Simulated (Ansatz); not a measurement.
Relaxed CdSe (zinc blende):

```
CdSe
1.0
    0.00000     3.04091     3.04091
    3.04091     0.00000     3.04091
    3.04091     3.04091     0.00000
Se Cd
1 1
Cartesian
  4.56136   4.56136   4.56136
  0.00000   0.00000   0.00000
```

These are PBEsol (plane waves to 420 eV, PAW, scalar-relativistic; Ansatz, an electronic-structure program) values and carry that method's errors. k mesh 8×8×8 (Γ-centred), Fermi-Dirac smearing 0.05 eV. CdSe was relaxed with its symmetry unable to fall.

One atom of the cell was then moved (with its periodic images), all else fixed, and the forces (eV/Å) came out as:

```tsv
atom	Fx	Fy	Fz
Se1	0.000	0.000	1.982
Cd2	0.000	0.000	-1.982
```

With two atoms only their relative shift counts; take Se1 as fixed.

Question: Which atom was moved, and by which vector (Å)?

Answer: Cd2, by (0.00, 0.00, 0.47), 0.47 Å in all.

(For displaced atoms, the force is minus the slope of the energy, and its curvature is a force constant, which sets phonon frequencies.)
